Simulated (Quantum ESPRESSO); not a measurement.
**Band energies of TaS2**

```xyz
3
Lattice="1.6917 0.9767 6.3514 -1.6917 0.9767 6.3514 0.0000 -1.9534 6.3514" Properties=species:S:1:pos:R:3 pbc="T T T"
S      0.0000     0.0000    14.2169
S      0.0000     0.0000     4.8374
Ta     0.0000     0.0000     0.0000
```

PBEsol (pw.x of Quantum ESPRESSO, ONCV potentials, scalar-relativistic); path ΓLB1,BZΓX,QFP1Z,LP; energies in eV from the Fermi level.

```
k (1/Å)  point  band 8  band 9  band 10  band 11  band 12  band 13  band 14  band 15
-------  -----  ------  ------  -------  -------  -------  -------  -------  -------
0.00         Γ   -3.92   -3.92    -1.73    -0.74    -0.74     0.07     0.07     0.21
0.54             -4.79   -4.13    -3.70    -1.99    -1.88    -0.48     1.63     1.63
1.08         L   -4.75   -4.53    -3.93    -2.82    -1.93    -0.92     2.38     2.92
1.65             -5.29   -5.08    -3.63    -3.62    -3.32     1.24     1.69     1.70
1.76        B1   -5.31   -5.04    -3.88    -3.49    -3.12     1.16     1.41     1.94
1.76         B   -5.31   -5.04    -3.88    -3.49    -3.12     1.16     1.41     1.94
2.08             -5.36   -4.06    -3.96    -3.61    -2.42     0.69     0.78     2.68
2.62             -4.79   -3.78    -2.50    -2.48    -1.82     0.35     0.64     1.67
2.94         Z   -3.91   -3.91    -3.25    -0.81    -0.81     0.08     0.08     0.89
3.19             -3.92   -3.92    -2.52    -0.78    -0.78     0.08     0.08     0.64
3.44         Γ   -3.92   -3.92    -1.73    -0.74    -0.74     0.07     0.07     0.21
3.86             -4.69   -3.86    -2.98    -2.27    -1.54     0.16     0.86     1.43
4.39             -5.11   -4.26    -4.03    -3.65    -3.05     0.86     1.38     2.58
4.70         X   -5.24   -5.18    -3.80    -3.56    -3.16     1.18     1.57     1.78
4.70         Q   -5.24   -5.18    -3.80    -3.56    -3.16     1.18     1.57     1.78
4.82             -5.13   -4.70    -3.95    -3.60    -2.90     0.67     1.87     1.93
5.29         F   -4.88   -4.02    -3.87    -2.72    -2.06    -1.18     2.39     2.90
5.29        P1   -4.94   -4.04    -3.88    -2.73    -2.03    -1.13     2.38     2.87
5.72             -4.92   -4.18    -3.67    -2.28    -2.11    -0.69     1.71     2.05
6.14             -4.32   -3.86    -2.85    -1.55    -1.18     0.18     0.48     1.16
6.31         Z   -3.91   -3.91    -3.25    -0.81    -0.81     0.08     0.08     0.89
6.31         L   -4.75   -4.53    -3.93    -2.82    -1.93    -0.92     2.38     2.92
6.65         P   -4.94   -4.04    -3.88    -2.73    -2.03    -1.13     2.38     2.87
```

A metal at this level: along this path band 13 crosses the Fermi level.

Spin-orbit coupling is left out; for elements this heavy it splits bands near the Fermi level.

Geometry of the Materials Project entry, not relaxed at this level.
